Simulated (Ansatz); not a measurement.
Y (hcp, Mg type), scan of one atom of the cell

Relaxed Y (hcp, Mg type):

```xyz
4
Lattice="7.3114 0.0000 0.0000 -1.8278 3.1659 0.0000 0.0000 0.0000 5.6788" Properties=species:S:1:pos:R:3 pbc="T T T"
Y      0.0000     2.1106     4.2591
Y      3.6557     2.1106     4.2591
Y      1.8278     1.0553     1.4197
Y      5.4835     1.0553     1.4197
```

In this cell atom 2 (Y, nearest neighbour Y at 3.538 Å; its periodic images, 3.7 Å or more away, move with it) is moved by s along Cartesian x, unit vector (1.000, 0.000, 0.000); all other atoms and the cell stay fixed.

These are PBE (plane waves to 420 eV, PAW, scalar-relativistic; Ansatz, a first-principles code) values and carry that method's errors. k mesh 6×12×7 (Γ-centred), Fermi-Dirac smearing 0.05 eV. Energies are smeared free energies. Stress and pressure are positive under compression. With partly filled bands, energies and forces of such displacements shift with the k mesh and the smearing. F∥ is the force on the atom along that direction. F⊥ is the part of the force across the line. The PAW data are Ansatz's earlier set. Y is run without spin polarisation. Y was relaxed with its symmetry unable to fall. The zero of ΔE is the undisplaced structure.

```json
[
 {"s (Å)": "-0.710", "ΔE (eV/cell)": "0.809", "P (GPa)": "1.1", "F∥ (eV/Å)": "2.291", "|F⊥| (eV/Å)": "0.563"},
 {"s (Å)": "-0.568", "ΔE (eV/cell)": "0.517", "P (GPa)": "0.8", "F∥ (eV/Å)": "1.833", "|F⊥| (eV/Å)": "0.390"},
 {"s (Å)": "-0.426", "ΔE (eV/cell)": "0.289", "P (GPa)": "0.5", "F∥ (eV/Å)": "1.368", "|F⊥| (eV/Å)": "0.240"},
 {"s (Å)": "-0.284", "ΔE (eV/cell)": "0.128", "P (GPa)": "0.3", "F∥ (eV/Å)": "0.902", "|F⊥| (eV/Å)": "0.135"},
 {"s (Å)": "-0.142", "ΔE (eV/cell)": "0.032", "P (GPa)": "0.1", "F∥ (eV/Å)": "0.451", "|F⊥| (eV/Å)": "0.060"},
 {"s (Å)": "0.000", "ΔE (eV/cell)": "0.000", "P (GPa)": "0.1", "F∥ (eV/Å)": "0.000", "|F⊥| (eV/Å)": "0.000"},
 {"s (Å)": "0.142", "ΔE (eV/cell)": "0.032", "P (GPa)": "0.1", "F∥ (eV/Å)": "-0.451", "|F⊥| (eV/Å)": "0.045"},
 {"s (Å)": "0.284", "ΔE (eV/cell)": "0.127", "P (GPa)": "0.2", "F∥ (eV/Å)": "-0.891", "|F⊥| (eV/Å)": "0.067"},
 {"s (Å)": "0.426", "ΔE (eV/cell)": "0.285", "P (GPa)": "0.5", "F∥ (eV/Å)": "-1.328", "|F⊥| (eV/Å)": "0.066"},
 {"s (Å)": "0.568", "ΔE (eV/cell)": "0.504", "P (GPa)": "0.7", "F∥ (eV/Å)": "-1.758", "|F⊥| (eV/Å)": "0.058"},
 {"s (Å)": "0.710", "ΔE (eV/cell)": "0.784", "P (GPa)": "1.0", "F∥ (eV/Å)": "-2.187", "|F⊥| (eV/Å)": "0.064"}
]
```

What the scan shows:

| Item | Result |
|---|---|
| Energy at s = 0.710 Å | 784 meV/cell |
| Force along the line at s = -0.710 Å | 2.29 eV/Å |
| Symmetry of the curve | not even: the negative side lies higher at ±0.710 Å |
| Shape of the curve | a single well with its minimum at or next to zero displacement |
| Force constant k = d²E/ds² at s = 0 (finite differences) | 3.18 eV/Å² |
| Harmonic estimate at the end of the scan | ½ks² = 801 meV/cell against the computed 784 meV/cell, so the well is close to harmonic there |

(A displaced cell: forces are minus the slopes of the energy, force constants its curvatures, and phonons follow from these.)
